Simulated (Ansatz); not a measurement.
# Ca$_{3}$SnH$_{2}$: pressure and gap against volume

A database entry relaxed whole under r2SCAN (Cmcm):

```
Ca Sn H
1.0
     4.42541   -5.68413    0.00000
     4.42541    5.68413    0.00000
     0.00000    0.00000    5.23452
Ca Sn H
6 2 4
Direct
  0.89064 0.10936 0.25000
  0.10936 0.89064 0.75000
  0.81379 0.59189 0.25000
  0.18621 0.40811 0.75000
  0.59189 0.81379 0.75000
  0.40811 0.18621 0.25000
  0.30667 0.69333 0.25000
  0.69333 0.30667 0.75000
  0.15159 0.15159 0.00000
  0.84841 0.84841 0.50000
  0.84841 0.84841 0.00000
  0.15159 0.15159 0.50000
```

The cell was scaled uniformly, its shape held, and the atoms relaxed at each volume with plane-wave PAW DFT (Ansatz 0.2.0; r2SCAN, 500 eV, 4×4×6 Γ-centred mesh, fermi-dirac occupations of width 0.020 eV; no spin, no spin-orbit coupling). One row is withheld.

```tsv
volume (Å³/atom)	energy over the lowest (meV/atom)	pressure (GPa)	gap over mesh and path (eV)
20.629	10.7	2.74	0.412
21.068	4.6	1.73	0.405
21.507	1.1	0.82	0.398
21.945	0.0	-0.01	0.391
22.384	1.1	-0.76	0.386
22.823	?	?	?
23.262	8.8	-2.04	0.367
```

Problem. Fit the pressures of the other rows to the third-order Birch-Murnaghan form.

Solution. With f = [(V₀/V)^(2/3) − 1]/2 and P = 3B₀f(1 + 2f)^(5/2)[1 + 3(B₀′ − 4)f/2], least squares gives V₀ = 21.94 Å³ an atom, B₀ = 39.2 GPa and B₀′ = 4.0; the rows miss the fit by less than 0.01 GPa. The slope of the energies differs from these pressures by less than 0.05 GPa.

Problem. How does the gap move with volume?

Solution. A parabola in ln(V/V₀) through the other rows has the slope dE_g/d ln V = -0.4 eV at V₀, so by B₀ the gap moves by +9 meV a GPa at this fixed shape: it widens under pressure.

Problem. What does the withheld row hold?

Solution. The fit gives -1.43 GPa at 22.823 Å³; the run gave -1.43 GPa and 4.1 meV an atom. Its gap is 0.378 eV, against 0.376 eV from the parabola.

Caveats: the shape of the cell was held, so B₀ is an upper bound where the axes differ in stiffness; 0 K, fixed nuclei; the symmetry was kept, and this need not be the phase that is stable at 0 K; one mesh for all volumes; the slope of the gap can be off by tens of per cent, more where shallow d levels or spin-orbit coupling act on the edges; no spin-orbit coupling, which narrows gaps of heavier elements; pressure is positive in compression.
